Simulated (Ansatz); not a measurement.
All numbers below come from DFT PBE, scalar-relativistic, plane waves, PAW (Ansatz). Settings: cutoff 420 eV, Γ-centred meshes spaced at most about 0.3 Å⁻¹, and about 0.25 Å⁻¹ or finer for metals (2π included), Gaussian smearing. No spin polarisation in the final relaxations.

All energies are static (0 K, no zero-point motion).

Two relaxed structures of IrRu2:

A.

```cif
data_structure
_symmetry_space_group_name_H-M 'P-3m1'
_symmetry_Int_Tables_number 164
_cell_length_a 2.7304
_cell_length_b 2.7304
_cell_length_c 13.0269
_cell_angle_alpha 90.000
_cell_angle_beta 90.000
_cell_angle_gamma 120.000
_cell_volume 84.11
loop_
_atom_site_label
_atom_site_type_symbol
_atom_site_symmetry_multiplicity
_atom_site_Wyckoff_symbol
_atom_site_fract_x
_atom_site_fract_y
_atom_site_fract_z
_atom_site_occupancy
Ru1 Ru 2 d 0.33333 0.66667 0.91756 1
Ru2 Ru 2 d 0.33333 0.66667 0.24576 1
Ir1 Ir 2 d 0.33333 0.66667 0.58730 1
```

B.

```cif
data_structure
_symmetry_space_group_name_H-M 'P6_3/mmc'
_symmetry_Int_Tables_number 194
_cell_length_a 2.7324
_cell_length_b 2.7324
_cell_length_c 12.9967
_cell_angle_alpha 90.000
_cell_angle_beta 90.000
_cell_angle_gamma 120.000
_cell_volume 84.03
loop_
_atom_site_label
_atom_site_type_symbol
_atom_site_symmetry_multiplicity
_atom_site_Wyckoff_symbol
_atom_site_fract_x
_atom_site_fract_y
_atom_site_fract_z
_atom_site_occupancy
Ru1 Ru 4 f 0.33333 0.66667 0.91910 1
Ir1 Ir 2 c 0.33333 0.66667 0.25000 1
```

Task: Which arrangement of the elements on these sites is preferred, and by what margin?

Result: B is lower, by 23 meV/atom. The two share one framework of sites and differ in which element sits where. A has Ru and Ir ordered on hcp sites, space group P-3m1 (No. 164), 14.0 Å³/atom and no gap on its mesh; B has Ru and Ir ordered on hcp sites, space group P6_3/mmc (No. 194), 14.0 Å³/atom and no gap. Counting all near atoms (those within 1.25 times the shortest distance at each site), A and B both have Ru 12, Ir 12. In A, Ru on its first site has 12 Ru at 2.65–2.73 Å; Ru on its second site has 9 Ru at 2.65–2.73 Å and 3 Ir at 2.69 Å; Ir has 3 Ru at 2.69 Å and 9 Ir at 2.73–2.77 Å. In B, Ru is surrounded by 9 Ru at 2.63–2.73 Å and 3 Ir at 2.71 Å; around Ir lie 6 Ru at 2.71 Å and 6 Ir at 2.73 Å. Both come from invented guesses.

Spin–orbit coupling, which can matter for Ir, is left out. Cells relaxed within their symmetry can be saddle points.
